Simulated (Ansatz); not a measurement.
The start is a generated cell, MgO placed in the tenorite structure type. The cell and all atomic positions are relaxed at zero pressure with r2SCAN (plane waves to 500 eV, PAW, scalar-relativistic; Ansatz, a quantum-chemistry and plane-wave program). The first steps use a coarse 8×8×4 k-mesh.

Initial structure:
```
CELL_PARAMETERS angstrom
      2.60595    -1.90439     0.00000
      2.60595     1.90439     0.00000
     -0.94586     0.00000     5.62812
ATOMIC_POSITIONS crystal
  Mg 0.00000 0.50000 0.00000
  Mg 0.50000 0.00000 0.50000
  O  0.58160 0.41840 0.25000
  O  0.41840 0.58160 0.75000
```

```json
{
  "energy_released": "0.63 eV/atom",
  "volume_change": "-33.5 %, from 13.97 to 9.29 Å³/atom",
  "Shortest distances (start → end)": "The closest pairs of elements (up to four, under 3.6 Å), start → end: Mg–O 2.17 → 2.10 Å; O–O 2.92 → 2.97 Å; Mg–Mg 3.23 → 2.97 Å",
  "band_gap_at_the_end": "5.68 eV, direct at Γ (no spin-orbit coupling)",
  "optimiser_moves": "8"
}
```

Final values are on a 13×13×13 k-mesh of the relaxed cell. No spin polarisation in the result.

The run could not lose the symmetry of its start.
